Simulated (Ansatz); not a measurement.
La3AlN4 as one 8-atom ordering (P3m1) on the wurtzite lattice, relaxed with r2SCAN. Space group P3m1 (No. 156), trigonal; a = 3.836 Å, c = 12.125 Å in the conventional setting, 19.32 Å³ an atom. Around Al lie 4 N at 1.82–2.25 Å; around La lie 4 N at 2.37–2.49 Å; around La lie 4 N at 2.33–2.51 Å; around La lie 4 N at 2.37–2.50 Å; around N lie 1 Al at 1.82 Å and 3 La at 2.33 Å; around N lie 4 La at 2.37–2.49 Å; around N lie 4 La at 2.37–2.51 Å; around N lie 3 Al at 2.25 Å and 1 La at 2.50 Å.

```yaml
crystal:
  lattice:
    - [3.83626, 0.00000, 0.00000]
    - [-1.91813, 3.32230, 0.00000]
    - [0.00000, 0.00000, 12.12453]
  atoms:
    - { symbol: Al, position: [0.33333, 0.66667, 0.00934] }
    - { symbol: La, position: [0.33333, 0.66667, 0.49400] }
    - { symbol: La, position: [0.66667, 0.33333, 0.21810] }
    - { symbol: La, position: [0.66667, 0.33333, 0.76880] }
    - { symbol: N, position: [0.33333, 0.66667, 0.15952] }
    - { symbol: N, position: [0.33333, 0.66667, 0.69952] }
    - { symbol: N, position: [0.66667, 0.33333, 0.42548] }
    - { symbol: N, position: [0.66667, 0.33333, 0.97525] }
```

The questions ask for values computed with Ansatz on this geometry. All values are calculated for a non-magnetic cell, which may be hypothetical.

Q: What gap does PBE give, and where are the band edges?

A: PBE gives an indirect gap of 0.40 eV, from M to Γ; the least direct gap is 1.42 eV at Γ.

Q: What does PBE+SOC give for the gap (12×12×2 mesh)?

A: With PBE+SOC the valence top lies at M and the conduction bottom at Γ, 0.38 eV higher; the smallest vertical gap, at Γ, is 1.41 eV. The gap differs by -0.02 eV from PBE's.

Q: Estimate the gap with r2SCAN on 12×12×2.

A: The r2SCAN gap is indirect, 0.65 eV (M to Γ), below the direct gap of 1.70 eV at Γ. The gap differs by +0.25 eV from PBE's.

Q: Estimate the gap with HSE06 on 6×6×2.

A: With HSE06 the valence top lies at M and the conduction bottom at Γ, 1.26 eV higher; the smallest vertical gap, at Γ, is 2.36 eV. The gap differs by +0.86 eV from PBE's.

Q: Roughly how does the cost of the HSE06 run (6×6×2) compare with r2SCAN's (12×12×2)?

A: About 16 times as much (6 core-minutes against 21 core-seconds, on 4 threads of AMD EPYC 9R45 96-Core Processor (Zen 5), on a shared host).

Q: What do these levels agree on?

A: r2SCAN covers 29 % of the step from PBE to HSE06, while HSE06 needs about 16 times r2SCAN's rough cost (on a coarser mesh). For gaps to 0.1 eV, spin-orbit coupling (up to 0.01 eV here) can be left out. All these functionals give a gap of the same kind, indirect.

Only the levels marked +SOC include spin-orbit coupling.
